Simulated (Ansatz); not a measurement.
# NbAs (zincblende structure)

The computed numbers are results of PBEsol, scalar-relativistic (no spin polarisation) in the plane-wave PAW code Ansatz at 420 eV, 10×10×10 k-mesh, Gaussian smearing of 0.05 eV; PAW files: Ansatz's generated set soft_2.

```xyz
2
Lattice="0.0000 2.8718 2.8718 2.8718 0.0000 2.8718 2.8718 2.8718 0.0000" Properties=species:S:1:pos:R:3 pbc="T T T"
Nb    0.0000    0.0000    0.0000
As    1.4359    1.4359    1.4359
```

This is a trial structure; measured cells of the compound in the Crystallography Open Database are in space group I41md.

The cell has space group F-43m (read at 0.01 Å). In it the stress is 0.01, 0.01, 0.01, 0.00, 0.00, 0.00 GPa and the largest force component 0.000 eV/Å. Each change below starts from this cell, without further relaxation. Stress is in GPa, positive in compression, in the order xx, yy, zz, yz, xz, xy; energies are counted from the cell above and are free energies with the smearing's entropy, which match forces and stress in a metal.

**Question.** What happens when atom 2 (As) is moved by 0.02 Å along y?

**Answer.** The energy changes by 2.4 meV per cell, and the force on it along the shift is -0.235 eV/Å (−F/u = 11.77 eV/Å²). Stress: 0.04, 0.00, 0.04, 0.00, -1.17, 0.00.
```
atom  Fx (eV/Å)      Fy     Fz
 Nb1      0.000   0.235  0.000
 As2      0.000  -0.235  0.000
```
In a harmonic crystal the energy would rise by −½F·u = ½ × 11.77 × 0.02² eV = 2.4 meV, which matches.

**Question.** What stress follows from an engineering strain of -2 % in xz, atoms carried along?

**Answer.** 0.05, 0.08, 0.05, 0.00, 1.40, 0.00 GPa; the energy changes by 4.1 meV per cell.
```
atom  Fx (eV/Å)      Fy     Fz
 Nb1      0.000  -0.345  0.000
 As2      0.000   0.345  0.000
```
The change of the stress over the strain gives a clamped-atom stiffness of about 70 GPa for this component.
In a harmonic crystal the energy would rise by V(½Cε² − σ₀ε), with σ₀ the stress of the unstrained cell, = 4.1 meV, which matches.
